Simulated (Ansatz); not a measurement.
Input:

Relaxed ZrC (rock salt):

```
CELL_PARAMETERS angstrom
      0.00000     4.70874     4.70874
      2.35437     0.00000     2.35437
      2.35437     2.35437     0.00000
ATOMIC_POSITIONS crystal
  C  0.00000 0.00000 0.00000
  C  0.50000 0.00000 0.00000
  Zr 0.25000 0.50000 0.50000
  Zr 0.75000 0.50000 0.50000
```

A phonon eigenvector at L = (0.5, 0.0, 0.0) is frozen into this cell: atom i moves by Q times the vector below, so Q is the largest atomic displacement, in Å. The cell is held. (q is in reciprocal vectors of the primitive cell; the cell shown is doubled to hold the pattern.)

```json
[
 {"atom": "C1", "x": "0.577", "y": "-0.577", "z": "-0.577"},
 {"atom": "C2", "x": "-0.577", "y": "0.577", "z": "0.577"}
]
```

Atoms not listed stay in place.

Method: PBE (plane waves to 420 eV, PAW, scalar-relativistic; Ansatz, a first-principles code). k mesh 17×17×17 (Γ-centred), Fermi-Dirac smearing 0.05 eV. E stands for the smeared free energy. With partly filled bands, energies and forces of such displacements shift with the k mesh and the smearing. ZrC is run without spin polarisation. ZrC was relaxed with its symmetry unable to fall. ΔE is measured from the undisplaced structure.

The scan covers Q from -0.100 to 0.100 Å in 13 points.

Problem. Which space group does the distorted structure have?

Solution. R-3m (No. 166), lowered from Fm-3m.

Problem. What is the energy change at Q = 0.100 Å?

Solution. 188 meV/cell.

Problem. What harmonic wavenumber does the curvature at Q = 0 give?

Solution. 653 cm⁻¹.

(A displaced cell: forces are minus the slopes of the energy, force constants its curvatures, and phonons follow from these.)
